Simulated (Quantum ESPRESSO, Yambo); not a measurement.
# G0W0 results for LuAgO2 at -0.7 % isotropic strain

Space group R-3m, hexagonal axes (No. 166); a = b = 3.3636 Å, c = 18.3608 Å, α = β = 90.00°, γ = 120.00°

```
atom  site  symmetry       x       y       z
----  ----  --------  ------  ------  ------
O       6c        3m  0.0000  0.0000  0.1104
Ag      3a       -3m  0.0000  0.0000  0.0000
Lu      3b       -3m  0.0000  0.0000  0.5000
```
(The calculation used a cell of 4 atoms; values per cell refer to that cell.)

The PBEsol cell relaxed from Materials Project entry mp-1018025 was given an isotropic strain of -0.7 % on all lattice vectors, and the atoms were relaxed again.

Starting point: PBEsol (Quantum ESPRESSO, PseudoDojo norm-conserving, 100 Ry, without SOC). G0W0 in Yambo: 4×4×4 Γ-centred k mesh, bands 6 to 128 and a 8 Ry block in the screening, 128 bands in G with the Bruneval-Gonze terminator, plasmon pole fitted at 27.2 eV.

```
Property                                                                          Value
------------------------------------------------------------------------------  -------
PBEsol gap along the band path                                                  2.21 eV
PBEsol gap between the mesh's edge points (L → Γ)                               2.21 eV
G0W0 gap between the same points                                                3.35 eV
PBEsol smallest direct gap on the mesh (at L)                                   2.90 eV
G0W0 direct gap at that point                                                   3.73 eV
smallest G0W0 gap among all computed states (the edges move to other k points)  3.04 eV
```

```
k point  band  E PBEsol (eV)  E QP (eV)  shift (eV)     Z
-------  ----  -------------  ---------  ----------  ----
Γ          VB          -0.82      -0.12        0.70  0.79
Γ          CB           2.21       2.92        0.70  0.82
L          VB           0.00      -0.43       -0.43  0.80
L          CB           2.90       3.30        0.40  0.84
F          VB          -0.34      -1.02       -0.69  0.80
F          CB           3.46       3.92        0.46  0.83
```

Energies count from the PBEsol valence-band maximum.

Convergence of the G0W0 settings was not tested.

Spin-orbit splittings are left out. The 4f states are in the valence at their DFT position.

The structure is a Materials Project entry; no match was found in the copy of COD used, and its stability was not checked.
